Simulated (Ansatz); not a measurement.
The elements of this relaxed trial crystal are hidden behind letters.

```
lattice vectors (Å)
  -2.1842    3.0897    5.0371
   2.1842   -3.0897    5.0371
   2.1842    3.0897   -5.0371
fractional positions
X 0.5000 0.0000 0.5000
Z 0.0000 0.0000 0.0000
Z 0.2915 0.2915 0.0000
Z 0.7085 0.7085 0.0000
```

Computed with DFT PBE, scalar-relativistic, plane waves, PAW in Ansatz. Cutoff 420 eV, Γ-centred 14×14×14 mesh (4-atom cell), Gaussian smearing of 0.10 eV, no spin polarisation.

| Quantity | Value |
| --- | --- |
| Space group | Immm (No. 71) |
| Conventional cell | a = 4.368 Å, b = 6.179 Å, c = 10.074 Å |
| Volume per atom | 33.99 Å³ |
| Density | 6.12 g/cm³ |
| Energy over the elements | +0.06 eV/atom |
| Gap on the 14×14×14 mesh of the 4-atom cell | 0 eV (a metal) |

Energies are uncorrected and count from the elements' standard states at the same level.

Question: X is a p-block element of period 5 and Z is a p-block element of period 5. Which elements are they?

Answer: X = Sn, Z = Te, so the formula is SnTe3. Density times volume gives a mean mass of 6.12 × 33.99/1.6605 = 125.3 u per atom, and this set has 125.4 u. Among the elements that the hints allow, noble gases aside, only these give it. Sn is surrounded by 6 Te at 3.03–3.09 Å; Te on a site of symmetry mmm has 2 Te at 2.94 Å and 2 Sn at 3.09 Å; around Te on a site of symmetry mm2 lie 1 Te at 2.94 Å and 2 Sn at 3.03 Å.

These runs have no spin–orbit coupling, which can matter for Te. Symmetry constrained the relaxation, so the result can be a saddle point.
